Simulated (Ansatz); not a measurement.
**Equation of state of HfOs**

A database entry relaxed whole under r2SCAN (Pm-3m):

```yaml
crystal:
  lattice:
    - [3.24390, 0.00000, 0.00000]
    - [0.00000, 3.24390, 0.00000]
    - [0.00000, 0.00000, 3.24390]
  atoms:
    - { symbol: Hf, position: [0.00000, 0.00000, 0.00000] }
    - { symbol: Os, position: [0.50000, 0.50000, 0.50000] }
```

The cell was scaled uniformly, its shape held, and the atoms relaxed at each volume with plane-wave PAW DFT (Ansatz 0.2.0; r2SCAN, 500 eV, 10×10×10 Γ-centred mesh, fermi-dirac occupations of width 0.100 eV; no spin, no spin-orbit coupling). One row is withheld.

| volume (Å³/atom) | energy over the lowest (meV/atom) | pressure (GPa) |
| --- | --- | --- |
| 16.044 | 49.6 | 16.37 |
| 16.385 | ? | ? |
| 16.726 | 5.2 | 4.90 |
| 17.068 | 0.0 | -0.02 |
| 17.409 | 4.8 | -4.47 |
| 17.750 | 18.6 | -8.48 |
| 18.092 | 40.6 | -12.10 |

Fit the pressures of the other rows to the third-order Birch-Murnaghan form.

With f = [(V₀/V)^(2/3) − 1]/2 and P = 3B₀f(1 + 2f)^(5/2)[1 + 3(B₀′ − 4)f/2], least squares gives V₀ = 17.07 Å³ an atom, B₀ = 234 GPa and B₀′ = 4.1; the rows miss the fit by less than 0.01 GPa. The slope of the energies differs from these pressures by less than 0.05 GPa.

What does the withheld row hold?

The fit gives 10.34 GPa at 16.385 Å³; the run gave 10.34 GPa and 21.3 meV an atom.

Caveats: the shape of the cell was held; 0 K, fixed nuclei; the symmetry was kept, and this need not be the phase that is stable at 0 K; one mesh for all volumes; pressure is positive in compression.
